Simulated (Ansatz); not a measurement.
Input:

Ge₂Mo:
```
CELL_PARAMETERS angstrom
      6.32132     0.00000     0.00000
      0.00000     3.43423     0.00000
      0.00000     0.00000     8.54909
ATOMIC_POSITIONS crystal
  Ge 0.86412 0.25000 0.04097
  Ge 0.63588 0.75000 0.54097
  Ge 0.36412 0.25000 0.45903
  Ge 0.13588 0.75000 0.95903
  Mo 0.24940 0.25000 0.17135
  Mo 0.25060 0.75000 0.67135
  Mo 0.74940 0.25000 0.32865
  Mo 0.75060 0.75000 0.82865
  Ge 0.93834 0.25000 0.63229
  Ge 0.56166 0.75000 0.13229
  Ge 0.43834 0.25000 0.86771
  Ge 0.06166 0.75000 0.36771
```

This is the PBEsol-relaxed structure.

Task: All from PBEsol (plane waves, PAW; program Ansatz), unless another level is named. Give the electronic character.

Result: metallic (no gap).

Task: And the density of states at the Fermi level?

Result: 0.12 states/eV per atom (mean over ±0.08 eV).

Task: What about the formation energy from the elements (no fitted shifts)?

Result: -0.25 eV/atom.

Task: Predict the gap with spin–orbit coupling.

Result: none (metallic).

Space group Pnma. The workflow started from an entry of the Crystallography Open Database (COD). Whether it is the stable phase at ambient conditions was not checked. The PBEsol relaxation kept the symmetry of its start; whether a distortion lowers the energy is not shown. The run is not spin-polarised. The references are the lowest solids computed at this level, not always the standard phases. Scalar-relativistic: spin–orbit coupling is off unless named, which matters more the heavier the elements.

Potentials: the later of the program's two PAW sets.
